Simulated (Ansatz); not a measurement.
Data:

BN (wurtzite)

```
BN
1.0
    2.55453     0.00000     0.00000
   -1.27726     2.21229     0.00000
    0.00000     0.00000     4.22457
B N
2 2
Cartesian
  1.27726   0.73743   4.22419
  0.00000   1.47486   2.11191
  1.27726   0.73743   2.64158
  0.00000   1.47486   0.52929
```

E(V) scan at fixed shape, V₀ the volume above. The atoms relax within the cell's symmetry.

Method: PBE (plane waves to 420 eV, PAW, scalar-relativistic; Ansatz, an electronic-structure program). k mesh 15×15×8 (Γ-centred), Fermi-Dirac smearing 0.05 eV. E stands for the smeared free energy. Stress and pressure are positive under compression. With the shape held, the modulus is that of even scaling; a crystal free to change shape is softer. BN was relaxed with its symmetry unable to fall. ΔE is measured from the relaxed starting cell.

The scan covers V/V₀ from 0.940 to 1.060 in 11 points.

**Question.** What is ΔE at V/V₀ = 0.940?

**Answer.** 27.4 meV/atom.

**Question.** What pressure does the cell carry at V/V₀ = 0.940?

**Answer.** 25.7 GPa.

**Question.** What is ΔE at V/V₀ = 1.060?

**Answer.** 22.7 meV/atom.

(Under strain, the slope of the energy per volume gives the stress and its curvature an elastic modulus.)
